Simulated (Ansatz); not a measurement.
TlF (space group P4/nmm)

```
CELL_PARAMETERS angstrom
      3.69682     0.00000     0.00000
      0.00000     3.69682     0.00000
      0.00000     0.00000     6.31063
ATOMIC_POSITIONS crystal
  Tl 0.00000 0.50000 0.74885
  Tl 0.50000 0.00000 0.25115
  F  0.50000 0.00000 0.86678
  F  0.00000 0.50000 0.13322
```

The slice is a (0 -1 1) plane (indices of the conventional cell) through the point (0.000, 0.500, 0.749) (fractional), spanned by u = [100] and v = [011] in vectors of this cell: u (3.70 Å) and v (7.31 Å, at 90° to u). It covers one period; positions are fractions (u, v).

The numbers are results of r2SCAN (plane waves to 500 eV, PAW, scalar-relativistic; Ansatz, a program for electronic structure), not measurements. k mesh 9×9×5. Near the nuclei the fields are pseudised (PAW); where an atom keeps semicore shells as valence, they peak there. Spin-orbit coupling is left out, though Tl is heavy. This is one of several known forms of TlF; the measured ambient cells at hand have space group No. 57. TlF was relaxed with its symmetry unable to fall.

### Question
Sketch the valence electron density on this plane as a map.

### Answer
```tsv
v \ u	0.00	0.14	0.29	0.43	0.57	0.71	0.86
0.96	0.8	0.5	-0.3	-1.1	-1.1	-0.3	0.5
0.86	-0.2	-0.4	-1.0	-1.5	-1.5	-1.0	-0.4
0.75	-1.4	-1.4	-1.4	-1.4	-1.4	-1.4	-1.4
0.64	-1.6	-1.2	-0.7	-0.3	-0.3	-0.7	-1.2
0.54	-1.3	-0.8	0.1	0.8	0.8	0.1	-0.8
0.43	-1.3	-0.9	-0.1	0.5	0.5	-0.1	-0.9
0.32	-1.1	-1.2	-1.1	-0.8	-0.8	-1.1	-1.2
0.21	-1.0	-1.1	-1.3	-1.1	-1.1	-1.3	-1.1
0.11	0.2	-0.1	-0.8	-1.2	-1.2	-0.8	-0.1
0.00	1.0	0.6	-0.3	-1.1	-1.1	-0.3	0.6
```

Values: log₁₀ of the valence density in e/Å³. The scale is logarithmic, as a density can span decades between atoms and voids.
